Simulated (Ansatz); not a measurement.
BaTiO3 (tetragonal-perovskite type, space group P4mm)

Space group P4mm (No. 99); a = 3.9722 Å, b = 3.9722 Å, c = 4.1130 Å, α = 90.00°, β = 90.00°, γ = 90.00°

| atom | site | symmetry | x | y | z |
|---|---|---|---|---|---|
| Ti | 1b | 4mm | 0.5000 | 0.5000 | 0.4523 |
| Ba | 1a | 4mm | 0.0000 | 0.0000 | 0.9342 |
| O | 1b | 4mm | 0.5000 | 0.5000 | 0.8952 |
| O | 2c | 2mm. | 0.0000 | 0.5000 | 0.4121 |

The volume is varied about the relaxed value V₀ at fixed cell shape. The atoms relax within the cell's symmetry.

Method: r2SCAN (plane waves to 500 eV, PAW, scalar-relativistic; Ansatz, a quantum-chemistry and plane-wave program). k mesh 8×8×8 (Γ-centred), Fermi-Dirac smearing 0.05 eV. The energy includes the smearing's −TS. BaTiO3 is run without spin polarisation. BaTiO3 was relaxed with its symmetry unable to fall. ΔE is measured from the relaxed starting cell.

| V/V₀ | ΔE (kJ/mol of atoms) |
|---|---|
| 0.900 | (withheld) |
| 0.925 | 3.73 |
| 0.950 | (withheld) |
| 0.975 | 0.37 |
| 1.000 | 0.00 |
| 1.025 | 0.34 |
| 1.050 | (withheld) |
| 1.075 | 2.73 |
| 1.100 | 4.63 |

Problem. Some entries are withheld; supply them.

Solution. 
- 0.900, ΔE (kJ/mol of atoms): 7.02
- 0.950, ΔE (kJ/mol of atoms): 1.57
- 1.050, ΔE (kJ/mol of atoms): 1.27

(Under strain, the slope of the energy per volume gives the stress and its curvature an elastic modulus.)
